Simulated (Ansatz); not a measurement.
What DFT gives for Li3Ag2Ge3

```xyz
16
Lattice="6.1118 0.0000 0.0000 0.0000 6.1118 0.0000 0.0000 0.0000 6.1554" Properties=species:S:1:pos:R:3 pbc="T T T"
Li    4.5838    1.5279    1.5388
Li    1.5279    4.5838    4.6165
Ag    0.0000    0.0000    0.0000
Ag    3.0559    0.0000    3.0777
Ag    3.0559    3.0559    0.0000
Ag    0.0000    3.0559    3.0777
Ge    1.5279    1.5279    1.5388
Ge    1.5279    1.5279    4.6165
Ge    4.5838    4.5838    4.6165
Ge    4.5838    4.5838    1.5388
Li    0.0000    0.0000    3.0777
Li    3.0559    0.0000    0.0000
Li    3.0559    3.0559    3.0777
Li    0.0000    3.0559    0.0000
Ge    1.5279    4.5838    1.5388
Ge    4.5838    1.5279    4.6165
```

Single point in Ansatz 0.2.0 with r2SCAN, no spin polarisation. Cutoff 500 eV, PAW datasets, 6×6×6 Γ-centred k mesh, fermi-dirac filling (width 0.1 eV).

Stress: The pressure is 10.1 GPa (compression positive), so with the atoms held at these fractions the cell would first expand.
Formation energy: -0.06 eV an atom against the elements' usual phases (free molecules for gases, crystals otherwise, with no correction for O₂ or N₂), so it is bound against them; other compounds may still compete. Relaxing would lower it.
Forces: The forces vanish by the symmetry of the sites.
At the Fermi level: It is a metal, with about 3.3 states/eV a cell as the mean within 0.25 eV of the Fermi level, mostly Ge p (58 %) and Ge s (15 %).

Origin: a database entry at a rescaled volume. Caveats: atoms or cell far from equilibrium.
